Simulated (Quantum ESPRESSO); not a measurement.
Si2PO5N, input and log of a self-consistent run

Simulated, not a measurement. The program is pw.x of Quantum ESPRESSO 7.5 (plane-wave density functional theory). The cell is made up: 9 atoms on a quartz lattice, with randomly drawn elements, strain and displacements, not relaxed. PseudoDojo standard norm-conserving files (v0.5 for PBE, v0.4.1 for LDA and PBEsol) set the functional; there is no spin polarisation, spin-orbit coupling or dispersion term, and the masses in the input are unused placeholders.

Input:

```
&control calculation='scf', pseudo_dir='./dojo.nc.sr.pbe.v0_5.standard.upf', outdir='./o', disk_io='low', tprnfor=.true., tstress=.true. /
&system ibrav=0, nat=9, ntyp=4, nbnd=30, ecutwfc=105.61755193, nosym=.true., tot_charge=0,
 occupations='smearing', smearing='fd', degauss=0.0018374661
/
&electrons conv_thr=7.350e-09, electron_maxstep=60, /
ATOMIC_SPECIES
N 1.0 N.upf
O 1.0 O.upf
P 1.0 P.upf
Si 1.0 Si.upf
CELL_PARAMETERS angstrom
5.1131 0.0 0.0
-2.5565 4.4281 0.0
0.0 0.0 5.6432
ATOMIC_POSITIONS angstrom
Si 2.4396 -0.0272 3.7645
Si -1.1747 2.0319 1.8329
P 1.3356 2.3477 0.0053
O 1.3536 1.1925 4.4507
O 3.3558 0.6504 2.5251
O 2.852 2.6242 0.5621
O 0.3091 1.8056 1.205
O -1.1192 3.2607 3.1355
N 0.8451 3.7413 5.0238
K_POINTS automatic
7 7 6 1 1 1
```

The log is shortened where brackets say so; the opening notice, blank lines, dates and the lines on written files are dropped, and the path of the files is cut. It prints rydbergs, bohrs and kilobars, and counts compression as positive stress. With no partly filled state, the Fermi energy that it prints is only some level between the filled and the empty states on the mesh, and need not lie in the true gap.

```
     Program PWSCF v.7.5
     Parallel version (MPI & OpenMP), running on       4 processor cores
     Number of MPI processes:                 4
     Threads/MPI process:                     1
     [start-up lines left out]
     bravais-lattice index     =            0
     lattice parameter (alat)  =       9.6624  a.u.
     unit-cell volume          =     862.2312 (a.u.)^3
     number of atoms/cell      =            9
     number of atomic types    =            4
     number of electrons       =        48.00
     number of Kohn-Sham states=           30
     kinetic-energy cutoff     =     105.6176  Ry
     charge density cutoff     =     422.4702  Ry
     scf convergence threshold =      7.3E-09
     mixing beta               =       0.7000
     number of iterations used =            8  plain     mixing
     Exchange-correlation= PBE
                           (   1   4   3   4   0   0   0)
     [axes and pseudopotential details left out]
   Cartesian axes
     site n.     atom                  positions (alat units)
         1        Si     tau(   1) = (   0.4771274  -0.0053197   0.7362461  )
         2        Si     tau(   2) = (  -0.2297432   0.3973910   0.3584714  )
         3        P      tau(   3) = (   0.2612114   0.4591539   0.0010366  )
         4        O      tau(   4) = (   0.2647318   0.2332245   0.8704504  )
         5        O      tau(   5) = (   0.6563142   0.1272027   0.4938491  )
         6        O      tau(   6) = (   0.5577829   0.5132307   0.1099333  )
         7        O      tau(   7) = (   0.0604526   0.3531322   0.2356692  )
         8        O      tau(   8) = (  -0.2188887   0.6377149   0.6132288  )
         9        N      tau(   9) = (   0.1652813   0.7317087   0.9825351  )
     number of k points=   147  Fermi-Dirac smearing, width (Ry)=  0.0018
     Number of k-points >= 100: set verbosity='high' to print them.
     Dense  grid:   126405 G-vectors     FFT dimensions: (  64,  64,  72)
     Estimated max dynamical RAM per process >     425.68 MB
     Estimated total dynamical RAM >       1.57 GB
     Initial potential from superposition of free atoms
     starting charge      47.9986, renormalised to      48.0000
     Starting wfcs are   36 randomized atomic wfcs
     total cpu time spent up to now is        8.3 secs
     per-process dynamical memory:   371.8 Mb
     Self-consistent Calculation
     iteration #  1     ecut=   105.62 Ry     beta= 0.70
     Davidson diagonalization with overlap
     ethr =  1.00E-02,  avg # of iterations =  3.0
     total cpu time spent up to now is       28.7 secs
     total energy              =    -216.38151963 Ry
     estimated scf accuracy    <       2.40470329 Ry
     iteration #  2     ecut=   105.62 Ry     beta= 0.70
     Davidson diagonalization with overlap
     ethr =  5.01E-03,  avg # of iterations =  3.0
     total cpu time spent up to now is       47.1 secs
     total energy              =    -217.04174584 Ry
     estimated scf accuracy    <       2.05747788 Ry
     iteration #  3     ecut=   105.62 Ry     beta= 0.70
     Davidson diagonalization with overlap
     ethr =  4.29E-03,  avg # of iterations =  2.0
     total cpu time spent up to now is       61.8 secs
     total energy              =    -217.40100808 Ry
     estimated scf accuracy    <       0.06323809 Ry
     iteration #  4     ecut=   105.62 Ry     beta= 0.70
     Davidson diagonalization with overlap
     ethr =  1.32E-04,  avg # of iterations =  5.6
     total cpu time spent up to now is       81.6 secs
     total energy              =    -217.42824902 Ry
     estimated scf accuracy    <       0.00571110 Ry
     iteration #  5     ecut=   105.62 Ry     beta= 0.70
     Davidson diagonalization with overlap
     ethr =  1.19E-05,  avg # of iterations =  9.3
     total cpu time spent up to now is      105.0 secs
     total energy              =    -217.42861263 Ry
     estimated scf accuracy    <       0.00236334 Ry
     [iterations 6 to 8 left out]
     iteration #  9     ecut=   105.62 Ry     beta= 0.70
     Davidson diagonalization with overlap
     ethr =  1.11E-08,  avg # of iterations =  3.4
     total cpu time spent up to now is      172.8 secs
     total energy              =    -217.42874632 Ry
     estimated scf accuracy    <       0.00000314 Ry
     iteration # 10     ecut=   105.62 Ry     beta= 0.70
     Davidson diagonalization with overlap
     ethr =  6.54E-09,  avg # of iterations =  2.0
     total cpu time spent up to now is      186.7 secs
     total energy              =    -217.42874658 Ry
     estimated scf accuracy    <       0.00000026 Ry
     iteration # 11     ecut=   105.62 Ry     beta= 0.70
     Davidson diagonalization with overlap
     ethr =  5.42E-10,  avg # of iterations =  3.7
     total cpu time spent up to now is      203.8 secs
     total energy              =    -217.42874667 Ry
     estimated scf accuracy    <       0.00000003 Ry
     iteration # 12     ecut=   105.62 Ry     beta= 0.70
     Davidson diagonalization with overlap
     ethr =  5.81E-11,  avg # of iterations =  2.0
     total cpu time spent up to now is      219.8 secs
     total energy              =    -217.42874667 Ry
     estimated scf accuracy    <          7.4E-09 Ry
     iteration # 13     ecut=   105.62 Ry     beta= 0.70
     Davidson diagonalization with overlap
     ethr =  1.53E-11,  avg # of iterations =  2.0
     total cpu time spent up to now is      233.5 secs
     End of self-consistent calculation
     Number of k-points >= 100: set verbosity='high' to print the bands.
     the Fermi energy is     4.1315 ev
!    total energy              =    -217.42874667 Ry
     estimated scf accuracy    <          1.2E-09 Ry
     smearing contrib. (-TS)   =       0.00000000 Ry
     internal energy E=F+TS    =    -217.42874667 Ry
     The total energy is F=E-TS. E is the sum of the following terms:
     one-electron contribution =    -102.10735738 Ry
     hartree contribution      =      74.89541274 Ry
     xc contribution           =     -58.55805527 Ry
     ewald contribution        =    -131.65874676 Ry
     convergence has been achieved in  13 iterations
     Forces acting on atoms (cartesian axes, Ry/au):
     atom    1 type  4   force =     0.01514417   -0.01248520    0.06482820
     atom    2 type  4   force =    -0.07043163    0.06753313    0.07016806
     atom    3 type  3   force =    -0.02631084    0.07894190   -0.10939137
     atom    4 type  2   force =     0.04576765    0.00526906    0.05349546
     atom    5 type  2   force =    -0.00767360    0.03749664    0.00288252
     atom    6 type  2   force =    -0.01944198   -0.06590190    0.05858244
     atom    7 type  2   force =     0.06832480    0.00283591   -0.04533533
     atom    8 type  2   force =    -0.00404447   -0.06529888   -0.10858343
     atom    9 type  1   force =    -0.00133409   -0.04839067    0.01335344
     Total force =     0.279030     Total SCF correction =     0.000040
     Computing stress (Cartesian axis) and pressure
          total   stress  (Ry/bohr**3)                   (kbar)     P=     -169.06
  -0.00094912   0.00005164  -0.00001453         -139.62        7.60       -2.14
   0.00005164  -0.00117783  -0.00011730            7.60     -173.27      -17.26
  -0.00001453  -0.00011730  -0.00132087           -2.14      -17.26     -194.31
     init_run     :      7.87s CPU      8.06s WALL (       1 calls)
     electrons    :    224.72s CPU    225.21s WALL (       1 calls)
     forces       :      2.14s CPU      2.15s WALL (       1 calls)
     stress       :      7.55s CPU      7.56s WALL (       1 calls)
     [timing details left out]
     PWSCF        :   4m 2.54s CPU   4m 3.32s WALL
     JOB DONE.
```

In other units: free energy -2958.269 eV for the cell, pressure -16.91 GPa, largest force component 2.813 eV/Å. This run is the check on a run of the same cell at a cutoff of 1143 eV and k mesh 5 x 5 x 4: rerunning at a cutoff of 1437 eV and k mesh 7 x 7 x 6 moved values by no more than 0.003 eV in energy, 0.03 GPa in stress and 0.002 eV/Å in force.